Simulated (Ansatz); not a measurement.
LaTl (CsCl type)

```cif
data_LaTl
_chemical_formula_sum 'La1 Tl1'
_space_group_name_H-M_alt 'Pm-3m'
_space_group_IT_number 221
_space_group_name_Hall '-P 4 2 3'
_cell_length_a 3.97704
_cell_length_b 3.97704
_cell_length_c 3.97704
_cell_angle_alpha 90.000
_cell_angle_beta 90.000
_cell_angle_gamma 90.000
loop_
_atom_site_label
_atom_site_type_symbol
_atom_site_symmetry_multiplicity
_atom_site_Wyckoff_symbol
_atom_site_fract_x
_atom_site_fract_y
_atom_site_fract_z
_atom_site_occupancy
La1 La 1 a 0.00000 0.00000 0.00000 1
Tl1 Tl 1 b 0.50000 0.50000 0.50000 1
```

Grid over V/V₀ and (c/a)/(c/a)₀, subscript 0 meaning the relaxed cell; the conventional c axis lies along z; no internal relaxation.

These are r2SCAN (plane waves to 500 eV, PAW, scalar-relativistic; Ansatz, a first-principles code) values and carry that method's errors. k mesh 12×12×12 (Γ-centred), Fermi-Dirac smearing 0.05 eV. Energies are smeared free energies. Stress and pressure are positive under compression. With partly filled bands, the response to shear is sensitive to the k mesh, so small differences along c/a are uncertain. LaTl is run without spin polarisation. LaTl was relaxed with its symmetry unable to fall. Spin-orbit coupling is left out, though Tl is heavy. The zero of ΔE is the relaxed starting cell.

ΔE (meV/atom), with V/V₀ across and (c/a)/(c/a)₀ down:

```
(c/a)/(c/a)₀ \ V/V₀  0.920  0.947  0.973  1.000  1.027  1.053  1.080
-------------------  -----  -----  -----  -----  -----  -----  -----
0.920                   44     23     11      8     12     22     37
0.947                   40     19      7      3      7     17     32
0.973                   38     17      4      1      4     14     29
1.000                   38     16      4      0      3     13     28
1.027                   38     16      4      1      4     14     29
1.053                   39     17      5      2      5     15     30
1.080                   38     17      5      2      6     16     32
```

σxx (GPa), with V/V₀ across and (c/a)/(c/a)₀ down:

| (c/a)/(c/a)₀ \ V/V₀ | 0.920 | 0.947 | 0.973 | 1.000 | 1.027 | 1.053 | 1.080 |
|---|---|---|---|---|---|---|---|
| 0.920 | 4.6 | 2.6 | 0.9 | -0.6 | -1.9 | -3.0 | -3.9 |
| 0.947 | 4.9 | 2.9 | 1.1 | -0.3 | -1.6 | -2.7 | -3.7 |
| 0.973 | 5.0 | 3.0 | 1.3 | -0.1 | -1.4 | -2.5 | -3.5 |
| 1.000 | 5.2 | 3.2 | 1.5 | 0.0 | -1.3 | -2.4 | -3.3 |
| 1.027 | 5.2 | 3.3 | 1.6 | 0.1 | -1.2 | -2.3 | -3.2 |
| 1.053 | 5.1 | 3.2 | 1.5 | 0.1 | -1.2 | -2.3 | -3.2 |
| 1.080 | 4.8 | 2.9 | 1.3 | -0.1 | -1.4 | -2.4 | -3.3 |

Summary:

Lowest place on the grid: V/V₀ = 1.000, (c/a)/(c/a)₀ = 1.000 (0 meV/atom). Highest place on the grid: V/V₀ = 0.920, (c/a)/(c/a)₀ = 0.920 (44 meV/atom).

(A scan under strain: stresses follow from slopes of the energy per volume, elastic moduli from its curvatures.)
